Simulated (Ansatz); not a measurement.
Space group Fm-3m (No. 225). a = 4.246 Å, b = 4.246 Å, c = 4.246 Å, α = 90.00°, β = 90.00°, γ = 90.00°
| atom | site | symmetry | x | y | z |
| --- | --- | --- | --- | --- | --- |
| Fe | 4a | m-3m | 0.0000 | 0.0000 | 0.0000 |
| O | 4b | m-3m | 0.0000 | 0.0000 | 0.5000 |

Equation of state of this FeO structure (not necessarily the ground state), with shape and atoms relaxed at each volume where symmetry leaves them free. It has no gap at any of these volumes. Theory: Ansatz, DFT PBEsol, scalar-relativistic, plane waves, PAW.

Cutoff 420 eV; k points 18×18×18 on the computed 2-atom cell (Γ-centred); Gaussian smearing, width 0.10 eV; collinear spin.

```tsv
V (Å³/atom)	E − E(largest V) (meV/atom)	P (GPa)
8.992	4.68	14.18
9.279	-14.42	6.79
9.566	-20.34	0.01
9.853	-14.94	-5.78
10.140	0.00	-10.67
```

**Question.** Fit a third-order Birch–Murnaghan equation to E(V).

**Answer.** V0 = 9.57 Å³/atom, B0 = 209 GPa, B0' = 4.4.

The cell holds one magnetic atom, so it can only be ferromagnetic; an antiferromagnetic order may lie lower.